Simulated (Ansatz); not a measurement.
**NbSi2: input and output**

input.yaml (Ansatz 0.2.0)

```yaml
crystal:
  lattice:
    - [0.0, 3.280416, 0.0]
    - [3.280416, 0.0, 0.0]
    - [1.640208, 1.640208, -4.406824]
  atoms:
    - { symbol: Nb, position: [0.0, 0.0, 0.0] }
    - { symbol: Si, position: [0.333, 0.333, 0.334] }
    - { symbol: Si, position: [0.667, 0.667, 0.666] }
  symmetry: { tolerance: 0.0003 }
kpoints:
  mp_grid: { grid: [11, 11, 11], shift: [0, 0, 0] }
  band_path:
    path:
      - [0.0, 0.0, 0.0]
      - [0.5, 0.5, 0.5]
      - [0.5, 0.5, 0.25]
      - [0.0, 0.5, 0.0]
      - [0.0, 0.0, 0.0]
      - [0.0, 0.0, -0.5]
      - [0.0, 0.43073458, -0.28463271]
      - [0.0, 0.56926542, 0.28463271]
      - [0.0, 0.0, 0.0]
      - [0.5, 0.5, 0.5]
      - [0.43073458, 0.56926542, 0.5]
    npoints: 6
magnetization:
  spin_polarized: false
scf:
  occupations: { method: fermi_dirac }
  lower_state_search: "off"
  max_iter: 200
hamiltonian:
  pseudopotentials: { kind: paw }
  xc: pbesol
basis:
  ecutwfc: 420
  fft_grid_basis: typed
output:
  forces: true
  stress: true
  eigenvalues: true
  bader: true
  populations: true
  elf: true
  write_potential: true
  volumetric_format: npy
  dos:
    e_range: [-12, 8]
    de: 0.05
    projected: { site_lists: { Nb: [Nb], Si: [Si] } }
checkpoint:
  read: saved_state
```

The saved state is an earlier solution for the same cell, perhaps on another mesh. 

Excerpt of what it printed:

```
Pseudopotentials: kind: paw
Pseudopotential: Nb, paw, valence charge 13, recommended cutoff 420 eV (normal), Nb.paw.azcp
Pseudopotential: Si, paw, valence charge 4, recommended cutoff 420 eV (normal), Si.paw.azcp
Functional definition: PBEsol
  exchange = pbesol_x
  correlation = pbesol_c
Crystal: 3 atoms, lattice volume = 47.422 Å³
Basis set: ecut = 420 eV, 955 PW (Γ), exchange–correlation on 48×48×72 points (8 copies of the dense FFT grid, shifted against one another)
Bands: 15, of which v1, the nominal top of the filled ones, is band 11 counted from 1 (10 counted from 0)
Symmetry: 16 space group operations
Space group: I4/mmm (ITA 139), of the structure as read, at distance tolerance 1.1e-3 Å
k-points: 126 of 1331
Initial density: read from a saved state, or passed on in memory by an earlier SCF of this step, an earlier step, the calling program or the single point that the run made first
Functional: x = pbesol(κ = 0.804, μ = 0.1235), c = pbesol(β = 0.046)
SCF iter   1: F=—  Δρ=1.10e-3  dr2=1.44e-4
SCF iter   2: F=—  Δρ=5.83e-4  dr2=4.45e-5
SCF iter   3: F=—  Δρ=3.84e-5  dr2=4.32e-7
SCF iter   4: F=-5739.8311 eV  Δρ=8.25e-6  dr2=3.42e-8
Free energy (F): -5739.8311 eV
Harris-Foulkes:  -5739.8311 eV  (|F-HF|=2.05e-8)
Internal energy: -5739.7988 eV  (E = F + TS)
E sigma→0 (E₀):  -5739.8149 eV
Entropy (-TS):   -0.0322 eV (-10.745 meV/atom)
Fermi energy:    12.7249 eV
--- Forces (eV/Å), atoms counted from 1 ---
  atom   1  Nb     0.0000     0.0000     0.0000
  atom   2  Si     0.0000     0.0000    -0.0835
  atom   3  Si     0.0000     0.0000     0.0835
--- Stress (GPa, compression-positive) ---
       -8.4600       0.0000       0.0000
        0.0000      -8.4600       0.0000
        0.0000       0.0000     -23.2754
  P = ⅓ Tr σ = -13.3984 GPa (-133.984 kbar)
```

Absolute energies hang on the potentials; compare differences alone.

Origin: a known structure type with other elements, at an estimated volume, so it need not be a known compound.
